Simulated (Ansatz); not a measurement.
This run works on a generated trial structure, not on a known crystal.

Input and command of a plane-wave DFT calculation in Ansatz:

```yaml
crystal:
  lattice:
    - [4.30150215, 0.0, 0.0]
    - [-2.15075108, 3.72521014, 0.0]
    - [0.0, 0.0, 8.49095337]
  atoms:
    - { symbol: Zn, position: [0.33333333, 0.66666667, 0.11361151] }
    - { symbol: Zn, position: [0.66666667, 0.33333333, 0.11361151] }
    - { symbol: Cd, position: [0.0, 0.0, 0.09083753] }
    - { symbol: Se, position: [0.33333333, 0.66666667, 0.32678704] }
    - { symbol: Se, position: [0.66666667, 0.33333333, 0.32678704] }
    - { symbol: Se, position: [0.0, 0.0, 0.81683418] }
basis:
  ecutwfc: 420
kpoints:
  mp_grid: { grid: [3, 3, 2] }
hamiltonian:
  xc: pbe
scf:
  occupations: { method: gaussian, width: 0.15 }
  lower_state_search: "off"
output:
  forces: true
  stress: true
  eigenvalues: true
relax:
  adjacent_minimum: "off"
  f_tol: 0.08
  max_steps: 16
  cell: { stress_tol: 0.8 }
```

```bash
ansatz run input.yaml --threads 1 --pin off --max-ram 2560MiB --backend cpu --events-out ev --progress --plain --runs-dir out
```

Processor: Intel(R) Xeon(R) Processor @ 2.50GHz (Skylake/Cascade Lake), 1 thread, on a host shared with other jobs.

Q: How long does it run, and how much memory does it take?

A: About 3.2 min, peak memory 0.43 GiB. It solves 56 bands at 6 k points (after reduction by symmetry) with about 2973 plane waves (on the last cell), in 116 SCF iterations over 13 ionic steps.
